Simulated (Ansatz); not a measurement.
Given:

W2C:
```cif
data_C2W4
_chemical_formula_sum 'W4 C2'
_space_group_name_H-M_alt 'Pnnm'
_space_group_IT_number 58
_space_group_name_Hall '-P 2 2n'
_cell_length_a 4.65619
_cell_length_b 5.20830
_cell_length_c 2.99187
_cell_angle_alpha 90.000
_cell_angle_beta 90.000
_cell_angle_gamma 90.000
loop_
_space_group_symop_operation_xyz
  'x, y, z'
  '-x, -y, -z'
  '-x, -y, z'
  'x, y, -z'
  'x+1/2, -y+1/2, -z+1/2'
  '-x+1/2, y+1/2, z+1/2'
  '-x+1/2, y+1/2, -z+1/2'
  'x+1/2, -y+1/2, z+1/2'
loop_
_atom_site_label
_atom_site_type_symbol
_atom_site_symmetry_multiplicity
_atom_site_Wyckoff_symbol
_atom_site_fract_x
_atom_site_fract_y
_atom_site_fract_z
_atom_site_occupancy
W1 W 4 g 0.24076 0.65825 0.00000 1
C1 C 2 a 0.00000 0.00000 0.00000 1
```

This is the LDA-relaxed structure.

### Question
All from LDA in the plane-wave PAW code Ansatz, unless another level is named. Give the highest zone-centre frequency.

### Answer
749 cm⁻¹.

### Question
Give the bulk modulus (Birch–Murnaghan fit).

### Answer
367 GPa.

The first step of the workflow began from a Materials Project structure, measured or hypothetical; the Crystallography Open Database copy checked does not list it. Whether it is the stable phase at ambient conditions was not checked. Symmetry was held in the LDA relaxation; of distortions, only those at the zone centre were tested. The run is not spin-polarised. As this level gives no gap, phonon frequencies hold no LO–TO term and depend on the k-mesh and smearing (Fermi–Dirac, 0.1 eV here). Scalar-relativistic: spin–orbit coupling is off unless named, which matters more the heavier the elements.

Potentials: the later of the program's two PAW sets.
